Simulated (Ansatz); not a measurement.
The cell below belongs to a search over invented structures; it isn't taken from experiment.

Input and command of a plane-wave DFT calculation in Ansatz:

```yaml
crystal:
  lattice:
    - [3.2667132558, 0.0, 0.0]
    - [0.0, 3.2667132558, 0.0]
    - [0.0, 0.0, 17.8786082341]
  atoms:
    - { symbol: Mg, position: [0.5, 0.0, 0.8076751203] }
    - { symbol: Mg, position: [0.0, 0.5, 0.1923248797] }
    - { symbol: Mg, position: [0.5, 0.0, 0.5626839559] }
    - { symbol: Mg, position: [0.0, 0.5, 0.4373160441] }
    - { symbol: Mg, position: [0.0, 0.5, 0.6867053026] }
    - { symbol: Mg, position: [0.5, 0.0, 0.3132946974] }
    - { symbol: Zr, position: [0.0, 0.5, 0.9375161624] }
    - { symbol: Zr, position: [0.5, 0.0, 0.0624838376] }
    - { symbol: "N", position: [0.5, 0.0, 0.9364294104] }
    - { symbol: "N", position: [0.0, 0.5, 0.0635705896] }
basis:
  ecutwfc: 420
kpoints:
  mp_grid: { grid: [10, 10, 2] }
hamiltonian:
  xc: pbe
scf:
  occupations: { method: gaussian, width: 0.1 }
output:
  forces: true
  stress: true
  eigenvalues: true
relax:
  adjacent_minimum: "off"
  f_tol: 0.01
  max_steps: 30
  cell: { stress_tol: 0.1, fix: [volume] }
```

```bash
ansatz run input.yaml --threads 1 --pin off --max-ram 2560MiB --backend cpu --events-out ev --progress --plain --runs-dir out
```

Processor: Intel(R) Xeon(R) Processor @ 2.70GHz, 1 thread, on a host shared with other jobs.

**Question.** Estimate time, memory and problem size.

**Answer.** About 3 min, peak memory 0.66 GiB. It solves 57 bands at 42 k points (after reduction by symmetry) with about 3749 plane waves, in 47 SCF iterations over 7 ionic steps.
